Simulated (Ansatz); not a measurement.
BN in space group P6_3/mmc (No. 194; B on 2d, N on 2c), DFT-PBE+D3(BJ) in the program Ansatz with PAW potentials. The conduction-band minimum lies at Y, with 1 equivalent valley. Second derivatives d²E/dk² of the lowest band at one valley (eV·Å²), along Cartesian directions:

```json
[
 {"direction": "[100]", "d²E/dk²": "3.269"},
 {"direction": "[010]", "d²E/dk²": "29.36"},
 {"direction": "[001]", "d²E/dk²": "2.421"},
 {"direction": "[110]", "d²E/dk²": "16.32"},
 {"direction": "[101]", "d²E/dk²": "2.846"},
 {"direction": "[011]", "d²E/dk²": "15.89"}
]
```

Question: Find the principal effective masses, the density-of-states mass and the conductivity mass.

Answer: Off-diagonal terms follow from H_xy = H[110] − (H_xx + H_yy)/2, and m*/mₑ = 7.620 eV·Å² over each eigenvalue: 0.26, 2.3, 3.1. One valley's DOS mass (m₁m₂m₃)^(1/3) = 1.2, conductivity mass 3/(Σ 1/mᵢ) = 0.65 mₑ.

Question: What effective density of states Nc follows at 300 K for parabolic valleys?

Answer: Nc = 2.509e19 × 1 × (1.2)^(3/2) ≈ 3.3e19 cm⁻³.

The PBE+D3(BJ) relaxation kept the symmetry of its start. Point labels and valley counts follow the cell and symmetry of the run, lower than the named group.

Potentials: the earlier of the program's two PAW sets.

Edges and masses are those of Kohn–Sham bands, whose gap is no quasiparticle gap.
